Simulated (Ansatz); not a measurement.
GaSb:
```cif
data_Ga2Sb2
_chemical_formula_sum 'Ga2 Sb2'
_space_group_name_H-M_alt 'I-4m2'
_space_group_IT_number 119
_space_group_name_Hall 'I -4 -2'
_cell_length_a 5.43671
_cell_length_b 5.43671
_cell_length_c 3.09077
_cell_angle_alpha 90.000
_cell_angle_beta 90.000
_cell_angle_gamma 90.000
loop_
_atom_site_label
_atom_site_type_symbol
_atom_site_symmetry_multiplicity
_atom_site_Wyckoff_symbol
_atom_site_fract_x
_atom_site_fract_y
_atom_site_fract_z
_atom_site_occupancy
Ga1 Ga 2 d 0.50000 0.00000 0.25000 1
Sb1 Sb 2 a 0.00000 0.00000 0.00000 1
```
(The calculation used a cell of 2 atoms; values per cell refer to that cell.)

Relaxed with PBEsol.

Q: Which orbitals make up the states near the Fermi level in DFT-PBEsol in the program Ansatz with PAW potentials?

A: Within 0.5 eV of the Fermi level: Sb 5p 45 %, Ga 4p 32 %, Ga 4s 13 %, Sb 5s 6 %. Projections are on Löwdin-orthogonalised atomic valence shells; empty p or d shells of many metals are not among them.

Q: Tabulate the density of states.

A: States/eV per cell of 2 atoms, in 0.25 eV bins, energy from the Fermi level.

```
E (eV)  total  Sb 5p  Ga 4p  Ga 4s
------  -----  -----  -----  -----
-7.85    0.22   0.09   0.02   0.11
-7.60    0.28   0.11   0.03   0.13
-7.35    0.34   0.12   0.04   0.16
-7.10    0.41   0.14   0.05   0.19
-6.85    0.52   0.16   0.06   0.26
-6.60    0.54   0.16   0.06   0.27
-6.35    0.53   0.15   0.06   0.26
-6.10    0.52   0.15   0.06   0.25
-5.85    0.60   0.19   0.07   0.27
-5.60    1.15   0.46   0.12   0.47
-5.35    0.79   0.32   0.08   0.29
-5.10    0.56   0.23   0.09   0.16
-4.85    0.46   0.19   0.10   0.11
-4.60    0.50   0.22   0.12   0.09
-4.35    0.65   0.31   0.17   0.10
-4.10    0.73   0.36   0.21   0.10
-3.85    0.88   0.43   0.26   0.11
-3.60    0.86   0.42   0.25   0.12
-3.35    0.83   0.41   0.23   0.12
-3.10    0.86   0.43   0.24   0.12
-2.85    0.89   0.45   0.26   0.11
-2.60    0.92   0.48   0.27   0.11
-2.35    0.94   0.50   0.29   0.09
-2.10    1.05   0.58   0.33   0.08
-1.85    1.17   0.67   0.37   0.08
-1.60    1.41   0.85   0.43   0.08
-1.35    1.15   0.69   0.33   0.07
-1.10    0.93   0.55   0.26   0.07
-0.85    0.81   0.45   0.23   0.08
-0.60    0.81   0.42   0.24   0.09
-0.35    0.83   0.41   0.25   0.10
-0.10    0.78   0.36   0.25   0.10
0.15     0.74   0.32   0.25   0.11
0.40     0.77   0.31   0.26   0.11
0.65     0.85   0.33   0.30   0.12
0.90     0.91   0.35   0.32   0.14
1.15     0.97   0.38   0.32   0.15
1.40     1.00   0.41   0.32   0.16
1.65     0.84   0.34   0.28   0.12
1.90     0.77   0.31   0.27   0.10
2.15     0.82   0.30   0.32   0.09
2.40     0.89   0.30   0.37   0.08
2.65     0.99   0.31   0.43   0.08
2.90     1.18   0.37   0.51   0.10
3.15     1.25   0.41   0.53   0.10
3.40     1.24   0.39   0.52   0.08
3.65     1.15   0.36   0.46   0.06
3.90     1.20   0.38   0.47   0.05
4.15     1.29   0.38   0.52   0.05
4.40     1.27   0.36   0.53   0.05
4.65     1.41   0.43   0.59   0.05
```

The workflow started from a Materials Project entry (that database holds measured and hypothetical structures alike); the Crystallography Open Database copy checked does not list it. It is not the phase usual at ambient conditions (space group No. 216). The PBEsol relaxation kept the symmetry of its start; its stability against distortions is not shown here. Spin–orbit coupling is left out wherever it is not named.

Potentials: the later of the program's two PAW sets.
